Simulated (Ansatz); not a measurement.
## Compressing Pb$_{2}$TeSe: a fit and a missing row

Pb$_{2}$TeSe, R-3m, a = 4.494 Å, c = 21.997 Å. The structure is a Materials Project entry; whether it is the stable form wasn't checked. Ansatz: r2SCAN, PAW, 500 eV, Γ-centred 9×9×9 mesh on 4 atoms, Gaussian smearing 0.02 eV; no spin polarisation. Shape and atoms are relaxed at each volume; pressure is positive in compression.

| V (Å³/atom) | P (GPa) |
| --- | --- |
| 30.143 | ? |
| 31.105 | 1.51 |
| 32.067 | 0.00 |
| 33.029 | -1.29 |
| 33.991 | -2.38 |

Question: Take V0 = 32.067 Å³/atom, fit the third-order Birch–Murnaghan form to the other rows, and predict the missing pressure.

Answer: With the Eulerian strain f = ½[(V0/V)^(2/3) − 1] and y = P/[3f(1 + 2f)^(5/2)], the form is the line y = B0 + 1.5 B0 (B0′ − 4) f. Rows (f, y): 0.01026, 46.6; -0.00976, 46.3; -0.01905, 45.9. Means f = -0.006183, y = 46.267; Σ(Δf)² = 0.0004487, ΣΔfΔy = 0.01008; the slope is their ratio. y = 46.41 + 22.46 f GPa, so B0 = 46.4 GPa and B0′ = 4 + 2 × (22.46)/(3 × 46.41) = 4.32. At V = 30.143, f = 0.02106, y = 46.88 and P = 3.28 GPa. The run gave 3.29 GPa, so the fit is 0.01 GPa too low, a small miss on the scale of the series. The form still works here, 33 % of the fitted range beyond its end.

Spin–orbit coupling is left out, which can shift energies with elements as heavy as these.

Cost: 5 runs of about 14 core-minutes in all, on Arm Neoverse V1 (shared hosts).